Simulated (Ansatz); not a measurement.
Input and output for SnTe (rocksalt type): DFT, PBE, all-electron PAW with datasets made for the crystal, scalar-relativistic (Ansatz 0.2.0). This run: the series' base cell.

The cell comes from a relaxation on PAW files under the same functional, begun from a prototype that needn't be the stable phase.

Command: `ansatz run input.yaml --threads 1 --pin off --max-ram 2048MiB --backend cpu --events-out ev --progress --plain --runs-dir out` It took 10 s on 1 thread of Arm Neoverse V1, on a shared host, peak memory 0.54 GiB.

```yaml
crystal:
  lattice:
    - [0.0, 3.2040737685, 3.2040737685]
    - [3.2040737685, 0.0, 3.2040737685]
    - [3.2040737685, 3.2040737685, 0.0]
  atoms:
    - { symbol: Sn, position: [0.0, 0.0, 0.0] }
    - { symbol: Te, position: [0.5, 0.5, 0.5] }
kpoints:
  mp_grid: { grid: [13, 13, 13] }
scf:
  occupations: { method: fermi_dirac, width: 0.1 }
hamiltonian:
  xc: pbe
  pseudopotentials: { kind: all_electron, datasets: crystal }
output:
  forces: true
  stress: true
  eigenvalues: true
```

Output:

```
hamiltonian.pseudopotentials.datasets: crystal makes datasets for this crystal and solves the spheres of its atoms anew in each pass: cutoff 240.0 eV, the density's 960.0 eV; for an error of 0.50 meV an atom under PBE, 1.0 meV for the cell; an energy difference from a run of another recipe may be off by several times the error for the cell, under r2SCAN by more, where some 0.1 meV an atom stays at smaller errors; Sn in spheres of 1.376 Å, 14 of its electrons in bands; Te in spheres of 1.376 Å, 6 of its electrons in bands, 10 on its site; only band paths and densities of states list, in semicore columns, the levels of the semicore shells that are solved separately: 4d of Te
Engine: ansatz 0.2.0
Pseudopotentials: kind: all_electron
Pseudopotential: Sn, paw, valence charge 14, recommended cutoff 240 eV (normal), crystal/all_electron/pbe/scalar/gaussian/Sn, Koelling and Harmon's equation, gaussian nucleus
Pseudopotential: Te, paw, valence charge 16, recommended cutoff 240 eV (normal), crystal/all_electron/pbe/scalar/gaussian/Te, Koelling and Harmon's equation, gaussian nucleus
Functional definition: PBE
  parameter kappa = 0.804
  parameter beta = 0.06672455060314922
  exchange = pbe_x(kappa = kappa, mu = beta*pi^2/3)
  correlation = pbe_c(beta = beta)
Crystal: 2 atoms, lattice volume = 65.787 Å³
Basis set: ecut = 240 eV, 537 PW (Γ), exchange–correlation on 48×48×48 points (8 copies of the dense FFT grid, shifted against one another)
Bands: 14, of which v1, the nominal top of the filled ones, is band 10 counted from 1 (9 counted from 0)
Symmetry: 48 space group operations
Space group: Fm-3m (ITA 225), of the structure as read, at distance tolerance 4.0e-5 Å
k-points: 84 of 2197
Non-local potential: Sn, projectors of the file, l = 0: 1, l = 1: 1, l = 2: 2
Non-local potential: Te, projectors of the file, l = 0: 1, l = 1: 1
PAW form: soft (Blöchl's): semilocal exchange-correlation on the pseudo side does not see the compensation charge
PAW one-centre angular grid: Sn, 590 points (default); XC on its mesh's 1863 points in the sphere
PAW one-centre angular grid: Te, 110 points (default); XC on its mesh's 1857 points in the sphere
Initial density: superposition of atomic densities (neutral atoms: chi_scale 0, normalization atom)
Initial wavefunctions: pseudopotential atomic-orbital guess
Functional: x = pbe(κ = 0.804, μ = 0.2195149727645171), c = pbe(β = 0.06672455060314922)
iter 1 solved again at ethr=1.50e-3 eV; its pass at ethr=1.00e-1 eV (dr2=2.99e-1 eV) is discarded
SCF iter   1: F=—  HF=-352974.450374 eV  |F-HF|=—  |Δ(HF+E_count)|=         —  Δρ=1.47e-2  dr2=3.02e-1  ethr=1.50e-3  ⟨swp⟩=4.6  Hψ=7078  notcnv=0
preconditioner: auto → none  [insulator: Δε(μ)=0.381 eV  Ē_g=8.518 eV  σ=0.100 eV  W_gap=0.73  n_scr=14 (ndim 8)  ℏωp=14.5 eV  f_vac=0.000  D(μ)=0.04/eV (n_scr^D=0)  ε∞_Penn≈3.9]
iter 2 solved again at ethr=1.33e-4 eV; its pass at ethr=1.50e-3 eV (dr2=2.66e-2 eV) is discarded
SCF iter   2: F=—  HF=-352974.381971 eV  |F-HF|=—  |Δ(HF+E_count)|=   6.84e-2  Δρ=6.14e-3  dr2=2.75e-2  ethr=1.33e-4  ⟨swp⟩=2.0  Hψ=5521  notcnv=0
SCF iter   3: F=—  HF=-352974.377295 eV  |F-HF|=—  |Δ(HF+E_count)|=   4.68e-3  Δρ=2.91e-3  dr2=5.12e-3  ethr=1.33e-4  ⟨swp⟩=3.0  Hψ=2303  notcnv=0
SCF iter   4: F=—  HF=-352974.379614 eV  |F-HF|=—  |Δ(HF+E_count)|=   2.32e-3  Δρ=8.62e-4  dr2=4.29e-4  ethr=2.56e-5  ⟨swp⟩=2.0  Hψ=2062  notcnv=0
SCF iter   5: F=—  HF=-352974.379707 eV  |F-HF|=—  |Δ(HF+E_count)|=   9.38e-5  Δρ=2.68e-4  dr2=3.90e-5  ethr=2.15e-6  ⟨swp⟩=2.4  Hψ=2666  notcnv=0
SCF iter   6: F=—  HF=-352974.379720 eV  |F-HF|=—  |Δ(HF+E_count)|=   1.23e-5  Δρ=4.00e-5  dr2=1.05e-6  ethr=1.95e-7  ⟨swp⟩=2.7  Hψ=2140  notcnv=0
SCF iter   7: F=-352974.379720 eV  HF=-352974.379720 eV  |F-HF|=6.87e-9  |Δ(HF+E_count)|=   2.56e-7  Δρ=4.95e-6  dr2=1.36e-8  ethr=5.27e-9  ⟨swp⟩=3.0  Hψ=2501  notcnv=0
SCF 1 converged in 7 iterations: F = -352974.379720 eV  dr2 = 1.36e-8
  Residual-converged pass: ⟨swp⟩=3.9  Hψ=3069  notcnv=0  max |occ|·‖R‖ = 5.2e-6 eV (tolerance 5.3e-6 eV)  dr2=1.32e-8  dr2_onsite=1.18e-8  max |Δocc| = 1.2e-7
  greatest PAW one-centre occupation: 0.991 electrons in one spin orbital (limit 2), on the Sn atom at site 0 (counted from 0), in its partial waves of l = 2
SCF converged after 7 iterations
Free energy (F): -352974.379720 eV
Harris-Foulkes:  -352974.379720 eV  (|F-HF|=6.87e-9)
Internal energy: -352974.376522 eV  (E = F + TS)
E sigma→0 (E₀):  -352974.378121 eV
Entropy (-TS):   -0.003198 eV (-1.599 meV/atom)
Past the cutoff: the bands carry plane waves up to 1.75 times it, of which those up to 1.5 times it add -0.000253 eV an atom, each by itself; the spheres take 0.000423 eV an atom off the energy for waves past 1.75 times it
By the cutoff:   a pressure is off by up to 0.007 GPa (1.2 times the spheres' own share and the shells' term, over an atom's volume, and 0.004 GPa: a bound that held against runs at twice the plane waves)
Past the cutoffs: a stress includes 0.0012 GPa for waves and charges beyond them, in addition to the slope of what the spheres take
In the spheres:  the bands' charges fall short by 2.4e-7 e at most (sound up to 1e-3), those of shells solved beside the bands by 3.6e-7 e (sound up to 5e-4)
Fermi energy:    11.166326 eV
--- Per-component energies (eV) ---
  E_band       = -47.775198
  E_kinetic    = 169.119072
  E_local      = -2524.333684  (includes V_loc(G=0)·N_el)
  E_nonlocal   = 206.287077
  E_hartree    = 1181.588649
  E_xc         = -150.933000
  E_vxc        = -170.254358  (∫ρ·V_xc dr)
  E_paw        = -356948.574474  (= ΣΔE_a)
  E_vpaw       = -8061.133633  (= ΣTr[D̂ρ^β])
  E_ewald      = -2876.894381
  E_smearing   = -0.003198  (= −TS)
  E_closure    = 7969.364219  (closes the sum)
  Σ components = -352974.379720   (vs F -352974.379720, Δ=0.00e0)
  The terms above E_closure are by the made datasets' own strengths, without shells solved beside the bands.
--- Forces (eV/Å), atoms counted from 1 ---
  atom   1  Sn    -0.00000000     0.00000000     0.00000000
  atom   2  Te     0.00000000    -0.00000000     0.00000000
  max |Σ_I F_I| component: 3.90e-29 eV/Å
--- Stress (GPa, compression-positive) ---
        0.016837       0.000000       0.000000
       -0.000000       0.016837       0.000000
        0.000000      -0.000000       0.016837
  P = ⅓ Tr σ = 0.0168 GPa (0.168 kbar)
  It holds what live shells' own plane waves past their cutoff add
--- Band table (eV; the first three rows and the last of 84) ---
  k-point 0: bands = ["-10.7052", "-10.7052", "-10.7029", "-10.7029", "-10.7029", "-1.2560", "6.3174", "9.1779", "9.1779", "9.1779", "14.4306", "14.4306", "14.4306", "16.0489"]
  k-point 1: bands = ["-10.7054", "-10.7054", "-10.7029", "-10.7027", "-10.7027", "-1.2096", "6.0712", "9.1863", "9.1863", "9.3525", "14.1596", "14.1596", "14.1647", "16.0004"]
  k-point 2: bands = ["-10.7061", "-10.7061", "-10.7026", "-10.7018", "-10.7018", "-1.0736", "5.4871", "9.2138", "9.2138", "9.7267", "13.5698", "13.5698", "13.5808", "16.0120"]
  k-point 83: bands = ["-10.7145", "-10.7056", "-10.7010", "-10.6995", "-10.6946", "0.2201", "3.9491", "6.6851", "6.7877", "10.2838", "12.1046", "15.5524", "15.9065", "16.8335"]
  guard bands above this table: 0 of the run's 14 bands, where the rule asks 2: the bands that hold charge and the lowest empty level above them stay in the table. A level can be missing at the table's top as with no guard band: raise scf.n_extra_bands
```

Next run (volume at 0.94 of the series' base cell), as changes to the input before:

```diff
   lattice:
-    - [0.0, 3.2040737685, 3.2040737685]
-    - [3.2040737685, 0.0, 3.2040737685]
-    - [3.2040737685, 3.2040737685, 0.0]
+    - [0.0, 3.1386661549, 3.1386661549]
+    - [3.1386661549, 0.0, 3.1386661549]
+    - [3.1386661549, 3.1386661549, 0.0]
   atoms:
```

Results part of the output:

```
SCF 1 converged in 7 iterations: F = -352974.345863 eV  dr2 = 3.11e-8
  Residual-converged pass: ⟨swp⟩=3.5  Hψ=2491  notcnv=0  max |occ|·‖R‖ = 5.2e-6 eV (tolerance 5.3e-6 eV)  dr2=2.99e-8  dr2_onsite=3.08e-8  max |Δocc| = 8.7e-8
  greatest PAW one-centre occupation: 0.991 electrons in one spin orbital (limit 2), on the Sn atom at site 0 (counted from 0), in its partial waves of l = 2
SCF converged after 7 iterations
Free energy (F): -352974.345863 eV
Harris-Foulkes:  -352974.345863 eV  (|F-HF|=2.22e-8)
Internal energy: -352974.341476 eV  (E = F + TS)
E sigma→0 (E₀):  -352974.343669 eV
Entropy (-TS):   -0.004387 eV (-2.193 meV/atom)
Past the cutoff: the bands carry plane waves up to 1.75 times it, of which those up to 1.5 times it add -0.000250 eV an atom, each by itself; the spheres take 0.000426 eV an atom off the energy for waves past 1.75 times it
By the cutoff:   a pressure is off by up to 0.007 GPa (1.2 times the spheres' own share and the shells' term, over an atom's volume, and 0.004 GPa: a bound that held against runs at twice the plane waves)
Past the cutoffs: a stress includes 0.0013 GPa for waves and charges beyond them, in addition to the slope of what the spheres take
In the spheres:  the bands' charges fall short by 1.1e-6 e at most (sound up to 1e-3), those of shells solved beside the bands by 3.6e-7 e (sound up to 5e-4)
Fermi energy:    12.253495 eV
--- Per-component energies (eV) ---
  E_band       = -28.740507
  E_kinetic    = 170.630125
  E_local      = -2429.561357  (includes V_loc(G=0)·N_el)
  E_nonlocal   = 206.054628
  E_hartree    = 1146.096827
  E_xc         = -151.884964
  E_vxc        = -171.508386  (∫ρ·V_xc dr)
  E_paw        = -356942.201948  (= ΣΔE_a)
  E_vpaw       = -8059.923030  (= ΣTr[D̂ρ^β])
  E_ewald      = -2936.846853
  E_smearing   = -0.004387  (= −TS)
  E_closure    = 7963.372068  (closes the sum)
  Σ components = -352974.345863   (vs F -352974.345863, Δ=0.00e0)
  The terms above E_closure are by the made datasets' own strengths, without shells solved beside the bands.
--- Forces (eV/Å), atoms counted from 1 ---
  atom   1  Sn    -0.00000000     0.00000000     0.00000000
  atom   2  Te     0.00000000     0.00000000    -0.00000000
  max |Σ_I F_I| component: 1.85e-29 eV/Å
--- Stress (GPa, compression-positive) ---
        2.887691       0.000000       0.000000
        0.000000       2.887691      -0.000000
        0.000000      -0.000000       2.887691
  P = ⅓ Tr σ = 2.8877 GPa (28.877 kbar)
  It holds what live shells' own plane waves past their cutoff add
--- Band table (eV; the first three rows and the last of 84) ---
  k-point 0: bands = ["-9.6553", "-9.6553", "-9.6501", "-9.6501", "-9.6501", "-0.6371", "7.6260", "10.0794", "10.0794", "10.0794", "15.6348", "15.6348", "15.6348", "17.0086"]
  k-point 1: bands = ["-9.6556", "-9.6556", "-9.6500", "-9.6497", "-9.6497", "-0.5860", "7.3038", "10.0877", "10.0877", "10.3191", "15.3302", "15.3302", "15.3485", "16.9589"]
  k-point 2: bands = ["-9.6565", "-9.6565", "-9.6497", "-9.6487", "-9.6487", "-0.4358", "6.5912", "10.1153", "10.1153", "10.7870", "14.6844", "14.6844", "14.7357", "16.9776"]
  k-point 83: bands = ["-9.6686", "-9.6561", "-9.6476", "-9.6457", "-9.6390", "1.0584", "4.8152", "7.3775", "7.4813", "11.3402", "13.1805", "16.6133", "17.1234", "18.1604"]
  guard bands above this table: 0 of the run's 14 bands, where the rule asks 2: the bands that hold charge and the lowest empty level above them stay in the table. A level can be missing at the table's top as with no guard band: raise scf.n_extra_bands
```

Next run (volume at 0.8 of the series' base cell), as changes to the input before:

```diff
   lattice:
-    - [0.0, 3.1386661549, 3.1386661549]
-    - [3.1386661549, 0.0, 3.1386661549]
-    - [3.1386661549, 3.1386661549, 0.0]
+    - [0.0, 2.9743986052, 2.9743986052]
+    - [2.9743986052, 0.0, 2.9743986052]
+    - [2.9743986052, 2.9743986052, 0.0]
   atoms:
```

Command: `ansatz run input.yaml --threads 1 --pin off --max-ram 2048MiB --backend cpu --events-out ev --progress --plain --runs-dir out` It took 12 s on 1 thread of Arm Neoverse V1, with other jobs on the host, peak memory 0.53 GiB.

Results part of the output:

```
SCF 1 converged in 7 iterations: F = -352973.882772 eV  dr2 = 1.18e-8
  Residual-converged pass: ⟨swp⟩=3.0  Hψ=2769  notcnv=0  max |occ|·‖R‖ = 4.6e-6 eV (tolerance 5.3e-6 eV)  dr2=1.16e-8  dr2_onsite=2.64e-8  max |Δocc| = 4.9e-9
  greatest PAW one-centre occupation: 0.991 electrons in one spin orbital (limit 2), on the Sn atom at site 0 (counted from 0), in its partial waves of l = 2
SCF converged after 7 iterations
Free energy (F): -352973.882772 eV
Harris-Foulkes:  -352973.882772 eV  (|F-HF|=1.43e-8)
Internal energy: -352973.870803 eV  (E = F + TS)
E sigma→0 (E₀):  -352973.876787 eV
Entropy (-TS):   -0.011969 eV (-5.984 meV/atom)
Past the cutoff: the bands carry plane waves up to 1.75 times it, of which those up to 1.5 times it add -0.000240 eV an atom, each by itself; the spheres take 0.000435 eV an atom off the energy for waves past 1.75 times it
By the cutoff:   a pressure is off by up to 0.007 GPa (1.2 times the spheres' own share and the shells' term, over an atom's volume, and 0.004 GPa: a bound that held against runs at twice the plane waves)
Past the cutoffs: a stress includes 0.0015 GPa for waves and charges beyond them, in addition to the slope of what the spheres take
In the spheres:  the bands' charges fall short by 7.0e-7 e at most (sound up to 1e-3), those of shells solved beside the bands by 3.7e-7 e (sound up to 5e-4)
Fermi energy:    15.377642 eV
--- Per-component energies (eV) ---
  E_band       = 25.598030
  E_kinetic    = 175.380570
  E_local      = -2176.605749  (includes V_loc(G=0)·N_el)
  E_nonlocal   = 205.275987
  E_hartree    = 1053.393637
  E_xc         = -154.739135
  E_vxc        = -175.244861  (∫ρ·V_xc dr)
  E_paw        = -356925.085794  (= ΣΔE_a)
  E_vpaw       = -8057.545223  (= ΣTr[D̂ρ^β])
  E_ewald      = -3099.040527
  E_smearing   = -0.011969  (= −TS)
  E_closure    = 7947.550208  (closes the sum)
  Σ components = -352973.882772   (vs F -352973.882772, Δ=0.00e0)
  The terms above E_closure are by the made datasets' own strengths, without shells solved beside the bands.
--- Forces (eV/Å), atoms counted from 1 ---
  atom   1  Sn    -0.00000000     0.00000000     0.00000000
  atom   2  Te     0.00000000    -0.00000000    -0.00000000
  max |Σ_I F_I| component: 1.80e-29 eV/Å
--- Stress (GPa, compression-positive) ---
       14.755736       0.000000      -0.000000
        0.000000      14.755736       0.000000
       -0.000000      -0.000000      14.755736
  P = ⅓ Tr σ = 14.7557 GPa (147.557 kbar)
  It holds what live shells' own plane waves past their cutoff add
--- Band table (eV; the first three rows and the last of 84) ---
  k-point 0: bands = ["-6.6953", "-6.6953", "-6.6796", "-6.6796", "-6.6796", "1.1223", "11.4916", "12.7192", "12.7192", "12.7192", "19.0740", "19.0740", "19.0740", "19.8037"]
  k-point 1: bands = ["-6.6960", "-6.6960", "-6.6795", "-6.6789", "-6.6789", "1.1862", "10.7974", "12.7274", "12.7274", "13.2966", "18.6692", "18.6692", "18.7068", "19.7618"]
  k-point 2: bands = ["-6.6983", "-6.6983", "-6.6792", "-6.6769", "-6.6769", "1.3752", "9.6833", "12.7560", "12.7560", "14.0495", "17.8739", "17.8739", "18.0280", "19.7934"]
  k-point 83: bands = ["-6.7281", "-6.6989", "-6.6752", "-6.6714", "-6.6575", "3.4975", "7.2502", "9.4071", "9.5063", "14.4597", "16.3074", "19.5159", "20.3277", "22.1584"]
  guard bands above this table: 0 of the run's 14 bands, where the rule asks 2: the bands that hold charge and the lowest empty level above them stay in the table. A level can be missing at the table's top as with no guard band: raise scf.n_extra_bands
```

Next run (volume at 0.55 of the series' base cell), as changes to the input before:

```diff
   lattice:
-    - [0.0, 2.9743986052, 2.9743986052]
-    - [2.9743986052, 0.0, 2.9743986052]
-    - [2.9743986052, 2.9743986052, 0.0]
+    - [0.0, 2.6251657911, 2.6251657911]
+    - [2.6251657911, 0.0, 2.6251657911]
+    - [2.6251657911, 2.6251657911, 0.0]
   atoms:
```

Results part of the output:

```
SCF 1 converged in 9 iterations: F = -352969.512519 eV  dr2 = 4.08e-9
  Residual-converged pass: ⟨swp⟩=3.3  Hψ=2639  notcnv=0  max |occ|·‖R‖ = 5.3e-6 eV (tolerance 5.3e-6 eV)  dr2=3.98e-9  dr2_onsite=2.68e-9  max |Δocc| = 5.2e-9
  greatest PAW one-centre occupation: 0.990 electrons in one spin orbital (limit 2), on the Sn atom at site 0 (counted from 0), in its partial waves of l = 2
SCF converged after 9 iterations
Free energy (F): -352969.512519 eV
Harris-Foulkes:  -352969.512519 eV  (|F-HF|=1.34e-9)
Internal energy: -352969.492191 eV  (E = F + TS)
E sigma→0 (E₀):  -352969.502355 eV
Entropy (-TS):   -0.020328 eV (-10.164 meV/atom)
Past the cutoff: the bands carry plane waves up to 1.75 times it, of which those up to 1.5 times it add -0.000141 eV an atom, each by itself; the spheres take 0.000316 eV an atom off the energy for waves past 1.75 times it
By the cutoff:   a pressure is off by up to 0.008 GPa (1.2 times the spheres' own share and the shells' term, over an atom's volume, and 0.004 GPa: a bound that held against runs at twice the plane waves)
Past the cutoffs: a stress includes 0.0047 GPa for waves and charges beyond them, in addition to the slope of what the spheres take
In the spheres:  the bands' charges fall short by 1.5e-7 e at most (sound up to 1e-3), those of shells solved beside the bands by 9.0e-7 e (sound up to 5e-4)
Fermi energy:    24.514592 eV
--- Per-component energies (eV) ---
  E_band       = 182.479691
  E_kinetic    = 191.637618
  E_local      = -6012.811598  (includes V_loc(G=0)·N_el)
  E_nonlocal   = 197.989520
  E_hartree    = 3071.704025
  E_xc         = -184.588891
  E_vxc        = -202.729633  (∫ρ·V_xc dr)
  E_paw        = -360362.153198  (= ΣΔE_a)
  E_vpaw       = -18506.278740  (= ΣTr[D̂ρ^β])
  E_ewald      = -8242.538262
  E_smearing   = -0.020328  (= −TS)
  E_closure    = 18371.268595  (closes the sum)
  Σ components = -352969.512519   (vs F -352969.512519, Δ=0.00e0)
  The terms above E_closure are by the made datasets' own strengths, without shells solved beside the bands.
--- Forces (eV/Å), atoms counted from 1 ---
  atom   1  Sn    -0.00000000     0.00000000    -0.00000000
  atom   2  Te     0.00000000    -0.00000000     0.00000000
  max |Σ_I F_I| component: 3.64e-29 eV/Å
--- Stress (GPa, compression-positive) ---
       91.520789       0.000000      -0.000000
        0.000000      91.520789       0.000000
       -0.000000      -0.000000      91.520789
  P = ⅓ Tr σ = 91.5208 GPa (915.208 kbar)
  It holds what live shells' own plane waves past their cutoff add
--- Band table (eV; the first three rows and the last of 84) ---
  k-point 0: bands = ["1.5571", "1.5571", "1.6054", "1.6054", "1.6054", "6.2736", "20.8545", "20.8545", "20.8545", "23.6501", "28.3416", "28.3416", "28.3416"]
  k-point 1: bands = ["1.5522", "1.5522", "1.6049", "1.6079", "1.6079", "6.3706", "19.9031", "20.8657", "20.8657", "24.3497", "27.6925", "28.2302", "28.2302"]
  k-point 2: bands = ["1.5375", "1.5375", "1.6033", "1.6159", "1.6159", "6.6605", "18.2023", "20.9076", "20.9076", "25.0179", "27.2279", "27.2279", "27.4852"]
  k-point 83: bands = ["1.3551", "1.5188", "1.6150", "1.6316", "1.6973", "10.9749", "14.2233", "15.7260", "15.7398", "24.1395", "25.8100", "27.9364", "29.1681"]
```

Spin–orbit coupling is left out, which matters for the heavy atoms.
